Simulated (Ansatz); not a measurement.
Data:

MgO:
```cif
data_Mg4O4
_chemical_formula_sum 'Mg4 O4'
_space_group_name_H-M_alt 'P63mc'
_space_group_IT_number 186
_space_group_name_Hall 'P 6c -2c'
_cell_length_a 3.24678
_cell_length_b 3.24678
_cell_length_c 10.39602
_cell_angle_alpha 90.000
_cell_angle_beta 90.000
_cell_angle_gamma 120.000
loop_
_atom_site_label
_atom_site_type_symbol
_atom_site_symmetry_multiplicity
_atom_site_Wyckoff_symbol
_atom_site_fract_x
_atom_site_fract_y
_atom_site_fract_z
_atom_site_occupancy
Mg1 Mg 2 b 0.66667 0.33333 0.46954 1
Mg2 Mg 2 a 0.00000 0.00000 0.22089 1
O1 O 2 b 0.66667 0.33333 0.27997 1
O2 O 2 a 0.00000 0.00000 0.02959 1
```

This is the r²SCAN-relaxed structure.

All from the program Ansatz at the r²SCAN level (PAW), unless another level is named. Estimate the HSE06 gap on the r²SCAN cell.

5.24 eV.

And the hole effective mass?

0.42, 9.4, 9.4 mₑ (principal values).

Next, the formation energy from the elements (no fitted shifts)?

-2.82 eV/atom.

Give the electron effective mass.

0.36 mₑ (isotropic).

Next, the weight of the conduction-edge state by species (Voronoi cells)?

Mg 53 %, O 47 %.

Next, the weight of the valence-edge state by species (Voronoi cells)?

O 93 %, Mg 7 %.

Space group P6_3mc. The first step of the workflow began from a Materials Project structure, measured or hypothetical; the Crystallography Open Database copy checked does not list it. It is not the phase usual at ambient conditions (space group No. 225). The r²SCAN relaxation kept the symmetry of its start; whether a distortion lowers the energy is not shown. The references are the lowest solids computed at this level, not always the standard phases (solids in place of the gases).

Potentials: the later of the program's two PAW sets.
